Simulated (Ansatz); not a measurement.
**Ca (I4/mmm): lattice vibrations**

```xyz
1
Lattice="-2.1650 2.1650 2.1564 2.1650 -2.1650 2.1564 2.1650 2.1650 -2.1564" Properties=species:S:1:pos:R:3 pbc="T T T"
Ca    0.0000    0.0000    2.1564
```

The conventional cell has a = 4.330 Å, b = 4.330 Å, c = 4.313 Å, α = 90.00°, β = 90.00°, γ = 90.00°. Ca (atom 1) has 8 Ca at 3.74 Å as nearest neighbours.

Level of theory, where no other is named: PBEsol, all-electron LAPW in Ansatz 0.2.0, scalar-relativistic. k mesh 14×14×14, Fermi-Dirac smearing of 0.100 eV, basis error target 0.5 meV/atom. The cell was relaxed by PAW under this functional, which moved its volume by -5 % from the database entry's. This phase needn't be the one found at ambient conditions.

Atoms are displaced by 0.01 Å in the smallest supercells that hold the wave vectors of a 2×2×2 mesh. Negative values stand for unstable modes.

Question: What are the phonon energies at the solved wave vectors, in meV?

Answer: 

| q | point | modes (meV) |
| --- | --- | --- |
| 0.500 0.000 0.000 | N | 4.52, 15.17, 19.31 |
| 0.500 0.500 0.000 | X | 4.22, 15.09, 19.28 |
| 0.500 0.500 0.500 | M | 21.06, 21.14 (×2) |

Question: Is the structure dynamically stable at these wave vectors?

Answer: Yes, no mode is unstable there; wave vectors off this mesh aren't tested.

Question: How well do frozen-core PAW files reproduce these all-electron values?

Answer: With a cutoff of 420 eV and displacements of 0.0025 Å, the r.m.s. difference over the modes is 0.0 cm⁻¹; the largest difference is 155.6 (PAW) against 155.5 cm⁻¹ (LAPW).

Question: The cell is scaled evenly to 39.621 and 41.238 Å³ (from 40.430), with free atoms relaxed and the shape held, so these aren't the values under hydrostatic pressure. What are the mode Grüneisen parameters γ = −d ln ω/d ln V?

Answer: For the highest mode, 174.3 cm⁻¹ in the small cell and 166.8 in the large one give γ ≈ 1.10. From the change of the dynamical matrix on each mode:

```json
{"point": "N", "cm⁻¹": "36.4", "γ": "2.57"}
{"point": "N", "cm⁻¹": "122.4", "γ": "0.71"}
{"point": "N", "cm⁻¹": "155.7", "γ": "1.56"}
{"point": "X", "cm⁻¹": "34.1", "γ": "2.83"}
{"point": "X", "cm⁻¹": "121.7", "γ": "0.70"}
{"point": "X", "cm⁻¹": "155.5", "γ": "1.56"}
{"point": "M", "cm⁻¹": "169.8", "γ": "1.10"}
{"point": "M", "cm⁻¹": "170.5", "γ": "1.11"}
```

Weighted by the modes' heat capacities at 300 K, the mean on this mesh is 1.57; it moves with the q mesh, and a coarse one overweights the zone boundary.

Limits of these numbers: responses of metals move with mesh and smearing; the frozen-core PAW files of the compared runs were fitted under PBE, their cores solved anew for this functional.
